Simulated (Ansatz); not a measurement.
The start is a relaxed NbP cell shaken by Gaussian noise of σ = 0.08 Å a coordinate. The cell and all atomic positions are relaxed at zero pressure with PBE (plane waves to 420 eV, PAW, scalar-relativistic; Ansatz, an electronic-structure program). The first steps use a coarse 4×6×5 k-mesh.

Input geometry:
```
NbP
1.0
    5.97409     0.00000     0.00000
    0.00000     4.33051     0.00000
    0.00000     0.00000     4.71169
Nb P
4 4
Direct
  0.17560   0.26151   0.15937
  0.32288   0.74706   0.63611
  0.82303   0.80242   0.84653
  0.69027   0.24470   0.35263
  0.03636   0.24420   0.64017
  0.44635   0.78057   0.14386
  0.95684   0.73325   0.34037
  0.55168   0.22359   0.83263
```

Question: How large is the pressure on the unrelaxed cell, and of which sign?

Answer: +3 GPa (positive: the cell is compressed).

Question: Does it find its way back to the structure it was made from?

Answer: The parent structure is recovered, Pnma (No. 62).

Question: What band gap does the relaxed structure have at this level?

Answer: Zero (metallic).

Final values are on a 8×11×10 k-mesh of the relaxed cell. No spin polarisation in the result.

The relaxed structure here is a generated cell of NbP: the first start was made by placing the elements on the sites of a structure type, and the end was not matched to a known phase here, so it may be hypothetical.
